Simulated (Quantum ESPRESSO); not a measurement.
In2Ag3Au2W, input and log of a self-consistent run

Simulated, not a measurement. The program is pw.x of Quantum ESPRESSO 7.5 (plane-wave density functional theory). The cell is made up: eight metal atoms on a face-centred cubic lattice, with elements, volume, strain and displacements drawn at random and not relaxed, so it may be unstable or far from any real phase. PseudoDojo standard norm-conserving files set the functional (PBE unless stated); there is no spin polarisation or spin-orbit coupling, the Fermi-Dirac width of 0.25 eV means electrons at about 2900 K, and the masses in the input are unused placeholders. Heavy elements are run without spin-orbit coupling, which real alloys of them have. A spin test at this wide smearing found no moment, but such smearing suppresses magnetism that the real alloy may have.

Input:

```
&control calculation='scf', pseudo_dir='./dojo.nc.sr.pbe.v0_5.standard.upf', outdir='./o', disk_io='medium', tprnfor=.true., tstress=.true. /
&system ibrav=0, nat=8, ntyp=4, nbnd=77, ecutwfc=82.02448710, nosym=.true., tot_charge=0,
 occupations='smearing', smearing='fd', degauss=0.0183746611
/
&electrons conv_thr=1.470e-08, electron_maxstep=70, mixing_beta=0.5 /
ATOMIC_SPECIES
Ag 1.0 Ag.upf
Au 1.0 Au.upf
In 1.0 In.upf
W 1.0 W.upf
CELL_PARAMETERS angstrom
-2.0672 -4.1344 -2.0672
-4.1344 2.0672 2.0672
0.0 4.1344 -4.1344
ATOMIC_POSITIONS angstrom
In -0.0499 0.1062 -0.0205
In -0.1021 2.0653 -2.0741
Ag -2.1068 2.0062 -0.0457
Au -1.8998 4.1327 -1.9679
Ag -2.0442 0.107 -2.0714
Au -1.9968 1.9661 -4.1301
Ag -4.1167 -0.0546 -0.0229
W -4.0189 2.0854 -2.055
K_POINTS automatic
5 5 4 1 1 1
```

The log is shortened where brackets say so; the opening notice, blank lines, dates and the lines on written files are dropped, and the path of the files is cut. It prints rydbergs, bohrs and kilobars, and counts compression as positive stress. Its total energy is the free energy E - TS of the whole cell.

```
     Program PWSCF v.7.5
     Parallel version (MPI & OpenMP), running on       1 processor cores
     Number of MPI processes:                 1
     Threads/MPI process:                     1
     [start-up lines left out]
     bravais-lattice index     =            0
     lattice parameter (alat)  =       9.5688  a.u.
     unit-cell volume          =     953.8148 (a.u.)^3
     number of atoms/cell      =            8
     number of atomic types    =            4
     number of electrons       =       135.00
     number of Kohn-Sham states=           77
     kinetic-energy cutoff     =      82.0245  Ry
     charge density cutoff     =     328.0979  Ry
     scf convergence threshold =      1.5E-08
     mixing beta               =       0.5000
     number of iterations used =            8  plain     mixing
     Exchange-correlation= PBE
                           (   1   4   3   4   0   0   0)
     [axes and pseudopotential details left out]
   Cartesian axes
     site n.     atom                  positions (alat units)
         1        In     tau(   1) = (  -0.0098547   0.0209733  -0.0040485  )
         2        In     tau(   2) = (  -0.0201636   0.4078731  -0.4096110  )
         3        Ag     tau(   3) = (  -0.4160688   0.3962015  -0.0090252  )
         4        Au     tau(   4) = (  -0.3751887   0.8161609  -0.3886377  )
         5        Ag     tau(   5) = (  -0.4037061   0.0211313  -0.4090777  )
         6        Au     tau(   6) = (  -0.3943451   0.3882822  -0.8156474  )
         7        Ag     tau(   7) = (  -0.8130010  -0.0107829  -0.0045225  )
         8        W      tau(   8) = (  -0.7936867   0.4118426  -0.4058389  )
     number of k points=    50  Fermi-Dirac smearing, width (Ry)=  0.0184
                       cart. coord. in units 2pi/alat
        k(    1) = (  -0.1722297   0.0267913  -0.1263018), wk =   0.0400000
        k(    2) = (  -0.2105030   0.1416111  -0.3176682), wk =   0.0400000
     [further k points left out]
     Dense  grid:    95885 G-vectors     FFT dimensions: (  60,  60,  64)
     Estimated max dynamical RAM per process >     181.41 MB
     Initial potential from superposition of free atoms
     starting charge     134.9901, renormalised to     135.0000
     Starting wfcs are   78 randomized atomic wfcs
     total cpu time spent up to now is       26.3 secs
     per-process dynamical memory:    98.5 Mb
     Self-consistent Calculation
     iteration #  1     ecut=    82.02 Ry     beta= 0.50
     Davidson diagonalization with overlap
     ethr =  1.00E-02,  avg # of iterations =  5.5
     total cpu time spent up to now is      118.0 secs
     total energy              =   -1939.46445317 Ry
     estimated scf accuracy    <       1.51013331 Ry
     iteration #  2     ecut=    82.02 Ry     beta= 0.50
     Davidson diagonalization with overlap
     ethr =  1.12E-03,  avg # of iterations =  3.5
     total cpu time spent up to now is      202.2 secs
     total energy              =   -1939.64807355 Ry
     estimated scf accuracy    <       5.55525188 Ry
     iteration #  3     ecut=    82.02 Ry     beta= 0.50
     Davidson diagonalization with overlap
     ethr =  1.12E-03,  avg # of iterations =  3.3
     total cpu time spent up to now is      300.3 secs
     total energy              =   -1940.21637352 Ry
     estimated scf accuracy    <       0.08817409 Ry
     iteration #  4     ecut=    82.02 Ry     beta= 0.50
     Davidson diagonalization with overlap
     ethr =  6.53E-05,  avg # of iterations =  3.9
     total cpu time spent up to now is      390.2 secs
     total energy              =   -1940.23379605 Ry
     estimated scf accuracy    <       0.01684217 Ry
     iteration #  5     ecut=    82.02 Ry     beta= 0.50
     Davidson diagonalization with overlap
     ethr =  1.25E-05,  avg # of iterations =  5.7
     total cpu time spent up to now is      489.2 secs
     total energy              =   -1940.23658409 Ry
     estimated scf accuracy    <       0.01096251 Ry
     [iterations 6 to 7 left out]
     iteration #  8     ecut=    82.02 Ry     beta= 0.50
     Davidson diagonalization with overlap
     ethr =  2.10E-07,  avg # of iterations =  2.0
     total cpu time spent up to now is      727.2 secs
     total energy              =   -1940.23766322 Ry
     estimated scf accuracy    <       0.00001745 Ry
     iteration #  9     ecut=    82.02 Ry     beta= 0.50
     Davidson diagonalization with overlap
     ethr =  1.29E-08,  avg # of iterations =  3.3
     total cpu time spent up to now is      795.8 secs
     total energy              =   -1940.23766601 Ry
     estimated scf accuracy    <       0.00000088 Ry
     iteration # 10     ecut=    82.02 Ry     beta= 0.50
     Davidson diagonalization with overlap
     ethr =  6.51E-10,  avg # of iterations =  4.2
     total cpu time spent up to now is      890.9 secs
     total energy              =   -1940.23766625 Ry
     estimated scf accuracy    <       0.00000030 Ry
     iteration # 11     ecut=    82.02 Ry     beta= 0.50
     Davidson diagonalization with overlap
     ethr =  2.21E-10,  avg # of iterations =  2.0
     total cpu time spent up to now is      983.4 secs
     total energy              =   -1940.23766631 Ry
     estimated scf accuracy    <       0.00000005 Ry
     iteration # 12     ecut=    82.02 Ry     beta= 0.50
     Davidson diagonalization with overlap
     ethr =  4.07E-11,  avg # of iterations =  2.0
     total cpu time spent up to now is     1058.1 secs
     End of self-consistent calculation
     [lines on levels left out]
!    total energy              =   -1940.23766632 Ry
     estimated scf accuracy    <          3.7E-09 Ry
     smearing contrib. (-TS)   =      -0.07162332 Ry
     internal energy E=F+TS    =   -1940.16604300 Ry
     The total energy is F=E-TS. E is the sum of the following terms:
     one-electron contribution =    -644.31631418 Ry
     hartree contribution      =     408.26701616 Ry
     xc contribution           =    -356.72156710 Ry
     ewald contribution        =   -1347.39517788 Ry
     convergence has been achieved in  12 iterations
     Forces acting on atoms (cartesian axes, Ry/au):
     atom    1 type  3   force =     0.02725837   -0.04352854    0.01045276
     atom    2 type  3   force =     0.05701665    0.02161527   -0.01240402
     atom    3 type  1   force =    -0.00607860    0.01464907    0.03166849
     atom    4 type  2   force =    -0.06013536    0.00904635   -0.00570625
     atom    5 type  1   force =     0.00430561   -0.04733691    0.01663683
     atom    6 type  2   force =    -0.01043878    0.03546348   -0.00342412
     atom    7 type  1   force =     0.01083070    0.00780930    0.00061465
     atom    8 type  4   force =    -0.02275857    0.00228198   -0.03783834
     Total force =     0.132861     Total SCF correction =     0.000296
     Computing stress (Cartesian axis) and pressure
          total   stress  (Ry/bohr**3)                   (kbar)     P=       93.60
   0.00051067  -0.00005586   0.00003389           75.12       -8.22        4.99
  -0.00005586   0.00067158  -0.00017091           -8.22       98.79      -25.14
   0.00003389  -0.00017091   0.00072651            4.99      -25.14      106.87
     init_run     :     24.10s CPU     26.11s WALL (       1 calls)
     electrons    :    981.57s CPU   1031.76s WALL (       1 calls)
     forces       :     11.32s CPU     11.49s WALL (       1 calls)
     stress       :     46.23s CPU     46.57s WALL (       1 calls)
     [timing details left out]
     PWSCF        :  17m43.97s CPU  18m38.68s WALL
     JOB DONE.
```

In other units: free energy -26398.278 eV for the cell, pressure 9.36 GPa, largest force component 1.546 eV/Å in size. The run took 1121 s of wall time with one process on a shared machine (AMD EPYC, Zen 5, virtual cores), so the time is rough. A rerun of this cell at a higher cutoff and on a denser mesh moved values by no more than 0.002 eV in energy, 0.11 GPa in stress and 0.009 eV/Å in force, and a second program with other atomic files agreed on that cell to 2 % rms in force and 0.5 GPa in pressure.